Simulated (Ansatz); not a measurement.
KF (rock salt, Fm-3m), r²SCAN in the plane-wave PAW code Ansatz: ε∞ = 1.94, cell volume 37.59 Å³. Infrared-active transverse modes:

| ω_TO (cm⁻¹) | oscillator strength S_xx (e²/amu) |
|---|---|
| 193.7 | 0.1002 |

Q: Compute the static dielectric constant.

A: Each mode adds (4.921e7/V) S/ω²: 3.50. So ε0 = 5.43.

Q: What LO frequency does the Lyddane–Sachs–Teller relation give?

A: ω_LO = ω_TO √(ε0/ε∞) = 324 cm⁻¹.

The cell was relaxed with r²SCAN under the symmetry of its start; phonons on a q-mesh show no instability.

Potentials: the later of the program's two PAW sets.
